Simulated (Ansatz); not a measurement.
Sc₂AlC in space group P6_3/mmc (No. 194; Sc on 4f, Al on 2d, C on 2a) at seven volumes, DFT-PBEsol in the program Ansatz with PAW potentials, shape and atoms relaxed at each. One row is withheld.

| V (Å³/atom) | P (GPa) |
|---|---|
| 15.631 | 10.35 |
| 16.147 | 6.39 |
| 16.662 | ? |
| 17.177 | 0.00 |
| 17.693 | -2.55 |
| 18.208 | -4.75 |
| 18.723 | -6.62 |

Question: Fit the shown pressures and predict the withheld one.

Answer: P = (3/2)B₀(x^(7/2) − x^(5/2))[1 + (3/4)(B′ − 4)(x − 1)] with x = (V₀/V)^(2/3). Least squares on the six rows gives V₀ = 17.177 Å³/atom, B₀ = 91.2 GPa, B′ = 3.94. At V = 16.662, x = 1.0205 and P = 2.95 GPa. The run itself gave 2.96 GPa.

The workflow started from a Materials Project entry (that database holds measured and hypothetical structures alike); the Crystallography Open Database copy checked does not list it. Whether it is the stable phase at ambient conditions was not checked. The PBEsol relaxation kept the symmetry of its start; of distortions, only those at the zone centre were tested. The run is not spin-polarised.

Potentials: the later of the program's two PAW sets.
